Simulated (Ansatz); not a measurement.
KAlH$_{4}$:
```
KAlH4
1.0
   -2.59911     2.59911     5.94750
    2.59911    -2.59911     5.94750
    2.59911     2.59911    -5.94750
K H Al
2 8 2
Direct
  0.25000   0.75000   0.50000
  0.50000   0.50000   0.00000
  0.78795   0.40482   0.84756
  0.15482   0.80727   0.11687
  0.55727   0.94040   0.15244
  0.69040   0.03795   0.88313
  0.96205   0.84518   0.65244
  0.59518   0.44273   0.38313
  0.19273   0.30960   0.34756
  0.05960   0.21205   0.61687
  0.75000   0.25000   0.50000
  0.00000   0.00000   0.00000
```

Cartesian axes are those of the cell as given.

Give the high-frequency dielectric tensor and the Born effective charge tensors of the independent atoms from DFPT, LDA in the plane-wave PAW code Ansatz.


ε∞:
```
3.10  0.00  0.00
0.00  3.10  0.00
0.00  0.00  3.19
```
Z* of atom 1 (K), rows: field, columns: displacement, in e:
```
 1.15  -0.01   0.00
 0.01   1.15   0.00
 0.00   0.00   1.02
```
Z* of atom 3 (H), rows: field, columns: displacement, in e:
```
-0.69  -0.06   0.10
-0.06  -0.61   0.09
 0.11   0.07  -0.69
```
Z* of atom 11 (Al), rows: field, columns: displacement, in e:
```
 1.45   0.02   0.00
-0.02   1.45   0.00
 0.00   0.00   1.73
```

Space group I4_1/a. The workflow started from an entry of the Crystallography Open Database (COD), which files this formula under 2 space groups. Its standing as an ambient phase is unchecked. Symmetry was held in the LDA relaxation; whether a distortion lowers the energy is not shown.

Potentials: the later of the program's two PAW sets.
